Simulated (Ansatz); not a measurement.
Ga₂O₃ in space group Cc (No. 9; Pearson symbol mS20), the program Ansatz at the PBE level (PAW). The conduction-band minimum lies at Γ, with 1 equivalent valley. Second derivatives d²E/dk² of the lowest band at one valley (eV·Å²), along Cartesian directions:

| direction | d²E/dk² |
|---|---|
| [100] | 22.11 |
| [010] | 23.89 |
| [001] | 25.30 |
| [110] | 23.00 |
| [101] | 21.40 |
| [011] | 24.59 |

Q: Find the principal effective masses, the density-of-states mass and the conductivity mass.

A: Off-diagonal terms follow from H_xy = H[110] − (H_xx + H_yy)/2, and m*/mₑ = 7.620 eV·Å² over each eigenvalue: 0.29, 0.32, 0.36. One valley's DOS mass (m₁m₂m₃)^(1/3) = 0.32, conductivity mass 3/(Σ 1/mᵢ) = 0.32 mₑ.

Q: What effective density of states Nc follows at 300 K for parabolic valleys?

A: Nc = 2.509e19 × 1 × (0.32)^(3/2) ≈ 4.5e18 cm⁻³.

The start of the workflow was typed in or built on a structure type; neither database checked (COD, Materials Project) lists it. It is not the phase usual at ambient conditions (space group No. 12, 167). The cell was relaxed with PBE under the symmetry of its start; its stability against distortions is not shown here. The volume moved by 16 % from the start of the relaxation. Scalar-relativistic: spin–orbit coupling is off unless named, which matters more the heavier the elements.

Potentials: the earlier of the program's two PAW sets.

Edges and masses are those of Kohn–Sham bands, whose gap is no quasiparticle gap.
